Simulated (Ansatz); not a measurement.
# Si3N4: which input changes reach the field gradients?

Cell: a COD entry, taken as it stands.

Space group P6_3/m (No. 176); a = 7.6093, c = 2.9079 Å, γ = 120.00°.

| site | Wyckoff | site symmetry | x | y | z |
| --- | --- | --- | --- | --- | --- |
| Si | 6h | m.. | 0.1742 | 0.7678 | 0.2500 |
| N7 | 2c | -6.. | 0.3333 | 0.6667 | 0.2500 |
| N9 | 6h | m.. | 0.3290 | 0.0390 | 0.2500 |

One atom of each set is listed.

Reference run. All values are calculated (Ansatz; DFT, PBE, plane waves and PAW, scalar-relativistic, 420 eV cutoff, Γ-centred 4×4×10 k-points, Fermi–Dirac smearing 0.02 eV), not measured.

It gives V_zz (10²¹ V/m²) N7 -5.31 (η 0.00), Si 2.78 (η 0.51), among others. Each of these runs changes the input as listed (caps on SCF iterations aside):

A. kpoints.mp_grid.grid: [4, 4, 10] → [4, 3, 11]
B. total_charge: not typed → 10

Task: How does each run end, and how far do the gradients move?

Result: 

```json
{"run": "A", "N7 V_zz (η)": "-5.31 (0.00)", "Si V_zz (η)": "2.78 (0.51)", "largest change of a gradient tensor, all atoms": "0.00", "note": "converged; mesh coarser than the reference's; the mesh lowers the symmetry"}
{"run": "B", "N7 V_zz (η)": "11.88 (0.00)", "Si V_zz (η)": "2.64 (0.80)", "largest change of a gradient tensor, all atoms": "21", "note": "converged; cell charge +10 on a uniform background; no gap left"}
```

Run B moves them most, on N9 (V_zz from -4.82 to 16.50). Run A holds a mesh that breaks the symmetry, which doesn't reach the result here. Run B holds a charge that the system can't hold, so its numbers aren't properties of the crystal.

On the reference run: At this cell the PBE pressure is 6 GPa (principal stresses up to 12 GPa in size), so with PBE the cell would grow if it were relaxed. The entry's cell may itself be off. The largest force is 1.8 eV/Å, so the atoms aren't at the calculated equilibrium and relaxing them would move these values.
